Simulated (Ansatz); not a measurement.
**Ansatz run, Cd5Au3**

The input, for Ansatz 0.2.0 (plane waves, PAW):

```yaml
crystal:
  lattice:
    - [-5.42490507, 5.42490507, 2.70638441]
    - [5.42490507, -5.42490507, 2.70638441]
    - [5.42490507, 5.42490507, -2.70638441]
  atoms:
    - { symbol: Au, position: [0.667, 0.167, 0.834] }
    - { symbol: Au, position: [0.167, 0.333, 0.5] }
    - { symbol: Au, position: [0.333, 0.833, 0.166] }
    - { symbol: Au, position: [0.833, 0.667, 0.5] }
    - { symbol: Au, position: [0.25, 0.25, 0.0] }
    - { symbol: Au, position: [0.75, 0.75, 0.0] }
    - { symbol: Cd, position: [0.2249, 0.0783, 0.3032] }
    - { symbol: Cd, position: [0.0783, 0.7751, 0.8534] }
    - { symbol: Cd, position: [0.7751, 0.9217, 0.6968] }
    - { symbol: Cd, position: [0.9217, 0.2249, 0.1466] }
    - { symbol: Cd, position: [0.2751, 0.5783, 0.8534] }
    - { symbol: Cd, position: [0.4217, 0.2751, 0.6968] }
    - { symbol: Cd, position: [0.7249, 0.4217, 0.1466] }
    - { symbol: Cd, position: [0.5783, 0.7249, 0.3032] }
    - { symbol: Cd, position: [0.75, 0.25, 0.5] }
    - { symbol: Cd, position: [0.25, 0.75, 0.5] }
  symmetry: { tolerance: 0.0003 }
kpoints:
  mp_grid: { grid: [7, 7, 7], shift: [0, 0, 0] }
magnetization:
  spin_polarized: false
scf:
  occupations: { method: fermi_dirac }
  lower_state_search: "off"
  max_iter: 200
hamiltonian:
  pseudopotentials: { kind: paw }
  xc: r2scan
basis:
  ecutwfc: 500
  fft_grid_basis: typed
output:
  forces: true
  stress: true
  eigenvalues: true
  bader: true
  populations: true
  elf: true
  write_potential: true
  volumetric_format: npy
  dos:
    e_range: [-12, 8]
    de: 0.05
    projected: { site_lists: { Au: [Au], Cd: [Cd] } }
checkpoint:
  read: saved_state
```

The saved state is an earlier solution for the same cell, perhaps on another mesh. 

Output (shortened):

```
Pseudopotentials: kind: paw
Pseudopotential: Au, paw, valence charge 19, recommended cutoff 500 eV (meta_gga), Au.paw.azcp
Pseudopotential: Cd, paw, valence charge 20, recommended cutoff 500 eV (meta_gga), Cd.paw.azcp
Functional definition: r2SCAN
  exchange = r2scan_x(k0 = k0, k1 = k1, a1 = a1)
  correlation = r2scan_c
Crystal: 16 atoms, lattice volume = 318.591 Å³
Basis set: ecut = 500 eV, 8097 PW (Γ), exchange–correlation on 240×240×240 points (64 copies of the dense FFT grid, shifted against one another)
Bands: 189, of which v1, the nominal top of the filled ones, is band 157 counted from 1 (156 counted from 0)
Symmetry: 16 space group operations
Space group: I4/mcm (ITA 140), of the structure as read, at distance tolerance 2.0e-3 Å
k-points: 40 of 343
Initial density: read from a saved state, or passed on in memory by an earlier SCF of this step, an earlier step, the calling program or the single point that the run made first
Functional: x = r2scan, c = r2scan; τ floored in thin density (d = 2e-4 eV/Å³)
Free energy (F): -161666.1953 eV
Harris-Foulkes:  -161666.1953 eV  (|F-HF|=3.49e-9)
Internal energy: -161666.0801 eV  (E = F + TS)
E sigma→0 (E₀):  -161666.1377 eV
Entropy (-TS):   -0.1151 eV (-7.196 meV/atom)
Fermi energy:    16.5420 eV
--- Per-component energies (eV) ---
  E_band       = -5657.2828
  E_kinetic    = 8686.3950
  E_local      = -39897.3472  (includes V_loc(G=0)·N_el)
  E_nonlocal   = 777.6936
  E_hartree    = 18315.2516
  E_xc         = -3000.4253
  E_vxc        = -4315.0750  (∫ρ·V_xc dr)
  E_paw        = -99432.3624  (= ΣΔE_a)
  E_vpaw       = -7841.3861  (= ΣTr[D̂ρ^β])
  E_aug_tail   = 0.0045  (compensation charges beyond the density's cutoff)
  E_vtau       = 301.9372  (kinetic-family band-sum trace: ∫τ·v_τ [+ j·A + Jᵃ·Aᵃ] dr)
  E_ewald      = -47108.5843
  E_core_change = -6.7056  (= ΣΔE_core)
  E_smearing   = -0.1151  (= −TS)
--- Forces (eV/Å), atoms counted from 1 ---
  atom   1  Au    -0.0949    -0.0949     0.0000
  atom   2  Au     0.0949    -0.0949     0.0000
  atom   3  Au     0.0949     0.0949     0.0000
  atom   4  Au    -0.0949     0.0949     0.0000
  atom   5  Au     0.0000     0.0000     0.0000
  atom   6  Au     0.0000     0.0000     0.0000
  atom   7  Cd     0.0192     0.0215     0.0000
  atom   8  Cd    -0.0215     0.0192     0.0000
  atom   9  Cd    -0.0192    -0.0215     0.0000
  atom  10  Cd     0.0215    -0.0192     0.0000
  atom  11  Cd     0.0192    -0.0215     0.0000
  atom  12  Cd    -0.0215    -0.0192     0.0000
  atom  13  Cd    -0.0192     0.0215     0.0000
  atom  14  Cd     0.0215     0.0192     0.0000
  atom  15  Cd     0.0000     0.0000     0.0000
  atom  16  Cd     0.0000     0.0000     0.0000
--- Stress (GPa, compression-positive) ---
       -1.0376       0.0000       0.0000
        0.0000      -1.0376       0.0000
        0.0000       0.0000       0.0038
  P = ⅓ Tr σ = -0.6905 GPa (-6.905 kbar)
```

Origin: a database entry at a rescaled volume.
